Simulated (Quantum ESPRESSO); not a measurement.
# One change at a time to Al4HfMoRuTi

All numbers below are calculated, not measured. They come from Quantum ESPRESSO 7.5, a public plane-wave density functional program. Each row is one single-point run on a made-up periodic cell of eight metal atoms, with elements, volume, strain and displacements drawn at random and not relaxed, so a cell may be unstable or far from any real phase. There is no spin polarisation or spin-orbit coupling.

Settings: PBE unless stated; PseudoDojo standard norm-conserving files; Fermi-Dirac width 0.25 eV, which means electrons at about 2900 K; cutoff 1143 eV; 6 x 5 x 3 k mesh shifted half a step off Gamma. E is the free energy of the whole cell (internal energy minus TS), so a -TS column is already part of it. Stress is positive in tension, and the pressure P is minus a third of its trace.

Checks: one run of this series was repeated at a higher cutoff and on a denser mesh, which moved values by no more than 0.003 eV, 0.02 GPa and 0.004 eV/Å, and a second program with other atomic files agreed on it to 2 % rms in force and 0.5 GPa in pressure. Known limits: the tin pseudopotential is less sure than most, with forces differing by about three percent from a second method on plain tin; heavy elements are run without spin-orbit coupling, which real alloys of them have; a spin test at this wide smearing found no moment, but such smearing suppresses magnetism that the real alloy may have.

The lattice is face-centred cubic, and the cell vectors in Å are (-4.076, 0.000, 0.000); (-2.038, -4.076, -2.038); (-2.038, -4.076, 6.113), a volume of 135.39 Å³ in run 1. The elements on sites 1 to 8 are Ti Ru Al Al Al Al Hf Mo. Each later run makes one change to run 1 and keeps the rest. E is counted from run 1, and is n/a where other atomic files have another zero of energy.

| run | change | V (Å³) | P (GPa) | -TS (eV) | rms force (eV/Å) | largest change of a force component (eV/Å) | E (eV) |
|---|---|---|---|---|---|---|---|
| 1 | none | 135.39 | -5.73 | -1.301 | 0.406 | 0.000 | 0.000 |
| 2 | sites 5 and 7 exchanged | 135.39 | -3.94 | -1.282 | 0.728 | 1.810 | 0.463 |
| 3 | all lengths scaled by -1.28 % | 130.26 | -0.96 | -1.251 | 0.441 | 0.086 | ? |
| 4 | LDA in place of PBE | 135.39 | -13.10 | -1.314 | 0.383 | 0.078 | n/a |
| 5 | Sn on site 8 | 135.39 | 2.93 | -1.163 | 0.375 | 1.124 | n/a |
| 6 | site 1 moved by +0.16 Å along x | 135.39 | -5.23 | -1.306 | 0.558 | 1.258 | 0.155 |

## Worked estimate

Along a uniform scaling dE = -P dV. The mean of the two pressures is -3.345 GPa and the volume changes by -5.13 Å³, with 160.2 GPa to one eV/Å³. The same two rows give -V dP/dV = 124 GPa for this cell with clamped atoms, which is not the bulk modulus of a real alloy.

## Withheld value

Question: what E should run 3 give?

The estimate is -0.107 eV. The calculation gave -0.109 eV.
